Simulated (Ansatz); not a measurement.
NbAu₂ (space group P6/mmm)

```yaml
crystal:
  lattice:
    - [4.66046, 0.00000, 0.00000]
    - [-2.33023, 4.03607, 0.00000]
    - [0.00000, 0.00000, 2.74609]
  atoms:
    - { symbol: Nb, position: [0.00000, 0.00000, 0.00000] }
    - { symbol: Au, position: [0.66667, 0.33333, 0.50000] }
    - { symbol: Au, position: [0.33333, 0.66667, 0.50000] }
```

The relaxed cell is deformed in two ways at once: its volume V is scaled, and at that volume it is stretched along z (the c axis of the conventional cell) so that c/a changes. Fractional atomic positions are held.

Method: r2SCAN (plane waves to 500 eV, PAW, scalar-relativistic; Ansatz, a quantum-chemistry and plane-wave program). k mesh 12×12×17 (Γ-centred), Fermi-Dirac smearing 0.05 eV. Stress and pressure are positive under compression. With partly filled bands, the response to shear is sensitive to the k mesh, so small differences along c/a are uncertain. NbAu2 is run without spin polarisation. NbAu2 was relaxed with its symmetry unable to fall. Spin-orbit coupling is left out, though Au is heavy.

At one point of the scan the stress tensor (GPa) is:

```
   -9.9      0.0      0.0
    0.0     -9.9      0.0
    0.0      0.0      1.2
```

Task: Which point is it?
(A) V/V₀ = 1.000, (c/a)/(c/a)₀ = 0.960
(B) V/V₀ = 1.013, (c/a)/(c/a)₀ = 0.987
(C) V/V₀ = 1.040, (c/a)/(c/a)₀ = 0.960
(D) V/V₀ = 1.027, (c/a)/(c/a)₀ = 0.960

Result: C, V/V₀ = 1.040, (c/a)/(c/a)₀ = 0.960

(Under strain, the slope of the energy per volume gives the stress and its curvature an elastic modulus.)
